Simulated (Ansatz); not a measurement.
Here is an unrelaxed guess for HfB4.

```cif
data_structure
_symmetry_space_group_name_H-M 'P6_3/mmc'
_symmetry_Int_Tables_number 194
_cell_length_a 3.1381
_cell_length_b 3.1381
_cell_length_c 12.5987
_cell_angle_alpha 90.000
_cell_angle_beta 90.000
_cell_angle_gamma 120.000
_cell_volume 107.45
loop_
_atom_site_label
_atom_site_type_symbol
_atom_site_symmetry_multiplicity
_atom_site_Wyckoff_symbol
_atom_site_fract_x
_atom_site_fract_y
_atom_site_fract_z
_atom_site_occupancy
Hf1 Hf 2 d 0.33333 0.66667 0.75000 1
B1 B 4 f 0.66667 0.33333 0.62144 1
B2 B 4 e 0.00000 0.00000 0.62144 1
```

All numbers below come from Ansatz, DFT PBE+D3(BJ), scalar-relativistic, plane waves, PAW. Settings: cutoff 420 eV, Γ-centred mesh 6×6×2 on the computed 10-atom cell, Gaussian smearing of 0.10 eV; no spin polarisation.

Energies over the elements count from the elements' standard structures at the same level, with no fitted energy shifts.

Task: How far from equilibrium is it?

Result: The pressure is -4.2 GPa (the mean over three directions, positive in compression), the largest force is 1.01 eV/Å, and the energy is 0.00 eV/atom against the elements. The shortest distance is 1.81 Å.

Task: How much does it gain on relaxing, and where does it end?

Result: Relaxing gains about 0.26 eV/atom (the start's value is from the coarse mesh, so the gain is rough) in 15 ionic steps and ends at −0.25 eV/atom on the finer mesh. The symmetry stays P6_3/mmc (No. 194). The volume per atom shrinks by 15.9 %, from 10.7 to 9.0 Å³. The shortest distance goes from 1.81 Å (B–B) to 1.82 Å (B–B). The ratio c/a of the conventional cell changes by a factor of 0.86. Conventional cell: a = 3.120 Å, c = 10.722 Å. Hf has 6 B at 2.37 Å, 6 B at 2.52 Å and 6 Hf at 3.12 Å; around B on its first site lie 3 B at 1.82 Å and 3 Hf at 2.37 Å; B on its second site has 4 B at 1.82–1.84 Å and 3 Hf at 2.52 Å.

The last run used a 12×12×4 mesh (in the run's order of axes) for its 10-atom cell and Gaussian smearing of 0.10 eV. Spin–orbit coupling, which can matter for Hf, is left out. The relaxation can't lower the symmetry of the start. Symmetry constrained the relaxation, so the result can be a saddle point.
